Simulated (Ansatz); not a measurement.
Input and command of a plane-wave DFT calculation in Ansatz:

```yaml
crystal:
  lattice:
    - [2.8980918852, 0.0, 0.0]
    - [0.0, 2.8980918852, 0.0]
    - [0.0, 0.0, 2.8966496108]
  atoms:
    - { symbol: Co, position: [0.0, 0.0, 0.0] }
    - { symbol: Ge, position: [0.5, 0.5, 0.5] }
basis:
  ecutwfc: 500
kpoints:
  mp_grid: { grid: [16, 16, 12] }
hamiltonian:
  xc: r2scan
scf:
  occupations: { method: gaussian, width: 0.1 }
  lower_state_search: "off"
output:
  forces: true
  stress: true
  eigenvalues: true
magnetization:
  spin_polarized: true
  initial_magnetization: 1.12
  spin_locking: { lock_magnetization: hard }
```

```bash
ansatz run input.yaml --threads 1 --pin off --max-ram 2560MiB --backend cpu --events-out ev --progress --plain --runs-dir out
```

Processor: AMD EPYC (Zen 3), 1 thread, on a host shared with other jobs.

Problem. Estimate time, memory and problem size.

Solution. About 2.1 min on 1 thread of AMD EPYC (Zen 3) (shared host), peak memory 0.68 GiB. It solves 21 bands at 315 k points (the mesh reduced by symmetry) with about 619 plane waves, in 14 SCF iterations.
